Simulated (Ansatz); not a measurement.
**SrTiO₃: zone-centre modes**

These are results of DFT PBEsol, scalar-relativistic, plane waves, PAW in Ansatz, not measurements. Settings: plane waves to 420 eV, k-mesh 6×6×6 (Γ-centred), Gaussian smearing 0.05 eV. No spin polarisation.

The starting cell (relaxed at this level; it needn't be the usual structure):

```xyz
10
Lattice="-3.8911 0.0000 -3.8911 0.0000 -3.8911 -3.8911 -3.8911 -3.8911 0.0000" Properties=species:S:1:pos:R:3 pbc="T T T"
Sr    0.0000    0.0000    0.0000
Sr   -3.8911   -3.8911   -3.8911
Ti   -1.9456   -1.9456   -1.9456
Ti   -5.8367   -5.8367   -5.8367
O    -3.8911   -1.9456   -1.9456
O     0.0000   -1.9456   -1.9456
O    -1.9456    0.0000   -1.9456
O    -1.9456   -3.8911   -1.9456
O    -1.9456   -1.9456   -3.8911
O    -1.9456   -1.9456    0.0000
```

Harmonic modes by finite displacements of 0.02 Å, without the LO–TO term. The cell doubles the primitive one, so its zone centre also holds the primitive cell's point q = (1/2, 1/2, 1/2).

Task: At this geometry, is the structure stable against these modes?

Result: No: 6 modes are unstable, the strongest at 83i cm⁻¹.

Task: List the wavenumbers in cm⁻¹.

Result: 83i, 83i, 83i, 74i, 74i, 74i, 0, 0, 0, 129, 129, 129, 156, 156, 156, 229, 229, 229, 427, 427, 427, 430, 430, 430, 474, 474, 534, 534, 534, 833.

Cost: 1 run of about 1.4 core-minutes, on Arm Neoverse V1 (shared hosts).